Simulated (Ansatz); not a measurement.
# How much do the gradients of RbBC4N4 depend on the method?

Cell: a measured structure from the Crystallography Open Database (COD) (listed for 566 K), ions relaxed with PBE at fixed cell.

Space group I4_1/a:1 (No. 88); a = 7.1354, c = 14.8197 Å.

| site | Wyckoff | site symmetry | x | y | z |
| --- | --- | --- | --- | --- | --- |
| Rb | 4a | -4.. | 0.0000 | 0.5000 | 0.2500 |
| B | 4b | -4.. | 0.5000 | 0.0000 | 0.2500 |
| C | 16f | 1 | 0.6501 | 0.1049 | 0.1894 |
| N | 16f | 1 | 0.7618 | 0.1837 | 0.1468 |

One atom of each set is listed; the run and its k-mesh use a cell of 20 atoms with edges of 8.96, 8.96, 8.96 Å.

First run. Level of theory: DFT, PBE, plane waves and PAW, scalar-relativistic, 420 eV cutoff, Γ-centred 6×6×6 k-points, Fermi–Dirac smearing 0.05 eV (Ansatz 0.2.0).

| site | V_zz (10²¹ V/m²) | η |
| --- | --- | --- |
| Rb | -1.85 | 0.00 |
| C | -4.47 | 0.05 |
| N | -8.37 | 0.02 |

Second run. The same atoms and settings, except that the functional is r2SCAN and the cutoff is 500 eV.

**Question.** Given the first result, estimate the second.

**Answer.** 

```tsv
site	V_zz	η	change of V_zz
Rb	-1.92	0.00	-0.07
C	-4.84	0.04	-0.37
N	-8.63	0.02	-0.26
```

The largest change of V_zz is on C, from -4.47 to -4.84. In per cent, |V_zz| changes by +4 on Rb, +8 on C, +3 on N (all sites that start above 0.5). Sites with |V_zz| of 0.02 or less aren't listed.

Without spin–orbit coupling (the program notes it for Rb) the gradients are little affected as a rule: paired runs on crystals with a gap mostly move them by under 2 % at such atoms. The database entry as given showed forces above 3 eV/Å or a pressure above 30 GPa, though relaxing it moves no atom far.
For the second run: The largest force is 0.9 eV/Å, so the atoms aren't at the calculated equilibrium and relaxing them would move these values.
